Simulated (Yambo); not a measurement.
Yambo run on WSe₂ (space group P6_3/mmc, No. 194). The wavefunctions are norm-conserving PBE (stringent potentials; Quantum ESPRESSO, 104 Ry, scalar-relativistic) ones on a 6×6×1 mesh (62 occupied bands); a = b = 3.280 Å, c = 12.781 Å, α = β = 90.00°, γ = 120.00°.

Yambo input:

```
rim_cut
gw0
dyson
el_el_corr
HF_and_locXC
ppa
em1d
RandQpts= 1000000
RandGvec= 1 Ry
EXXRLvcs= 104 Ry
VXCRLvcs= 416 Ry
Chimod= "HARTREE"
% BndsRnXp
 39 | 138 |
%
NGsBlkXp= 6 Ry
% LongDrXp
 1.0 | 1.0 | 1.0 |
%
PPAPntXp= 27.2114 eV
% GbndRnge
 1 | 138 |
%
GTermKind= "none"
DysSolver= "n"
ExtendOut
% QPkrange
 1 | 1 | 62 | 62 |
 5 | 5 | 63 | 63 |
 7 | 7 | 62 | 63 |
%
```

k points by index: 1 = Γ, 5 = (0.167, 0.167, 0), 7 = K.

The o-*.qp file then holds:

```
#    K-point    Band    Eo [eV]    E [eV]    E-Eo [eV]    Vxc [eV]    Vnlxc [eV]    Sc|Eo [eV]    Sc|E [eV]    dSc/dw|Eo [eV]    Re(Z)    Im(Z)
#
    1    62    0.000000    0.648014    0.648014    -16.12938    -16.39149    1.076874    0.910119    -7.002763    0.795323    -0.001346
    5    63    0.894647    1.741920    0.847273    -14.61870    -10.75337    -2.808664    -3.018052    -6.724099    0.801854    -0.001309
    7    62    -0.185141    0.433336    0.618477    -15.56975    -15.79989    1.009193    0.848618    -7.065275    0.793873    -0.001348
    7    63    1.377182    2.508332    1.131150    -16.29512    -11.93619    -2.929892    -3.227786    -7.165590    0.791556    -0.001472
```
(The two width columns are left out.) Convergence of these settings isn't established.

Spin-orbit coupling is not included.

Geometry relaxed with PBE+D3(BJ).
